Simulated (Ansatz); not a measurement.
## Computed properties of LaN

LaN:
```xyz
4
Lattice="4.1282 0.0000 0.0000 -2.0641 3.5751 0.0000 0.0000 0.0000 5.9000" Properties=species:S:1:pos:R:3 pbc="T T T"
La     0.0000     2.3834     5.8851
La     2.0641     1.1917     2.9351
N      0.0000     2.3834     2.4340
N      2.0641     1.1917     5.3840
```

Space group P6_3mc (No. 186), wurtzite; conventional cell a = b = 4.1282 Å, c = 5.9000 Å, α = β = 90.00°, γ = 120.00°.

Method: plane-wave PAW HSE06 (Ansatz code). Geometry: relaxed at this level of theory. Other levels are named where they apply.

### Cell and energy

- Volume per atom: 21.77 Å³
- Density: 5.83 g/cm³

### Electronic structure

- Band gap = 2.13 eV (indirect)
- Valence-band maximum = at K
- Conduction-band minimum = at Γ
- Smallest direct gap on the standard path = 2.45 eV
- Gap with spin–orbit coupling = 2.12 eV (at the special points and the edges found without it)

### Mechanics

- Bulk modulus (Birch–Murnaghan fit) = 88.2 GPa
- Pressure derivative B′ = 3.6

### Charges

* **Bader charges**: La +1.84, N -1.84 e

The workflow started from a Materials Project entry (that database holds measured and hypothetical structures alike); the Crystallography Open Database copy checked does not list it. COD files the formula under space group No. 225. Its standing as an ambient phase is unchecked. The HSE06 relaxation kept the symmetry of its start; its stability against distortions is not shown here. The hybrid was solved on a coarse mesh, the path and, where they were found, the r²SCAN edge points; its band edges are the extreme levels among these. Spin–orbit coupling is left out wherever it is not named.

Potentials: the later of the program's two PAW sets.
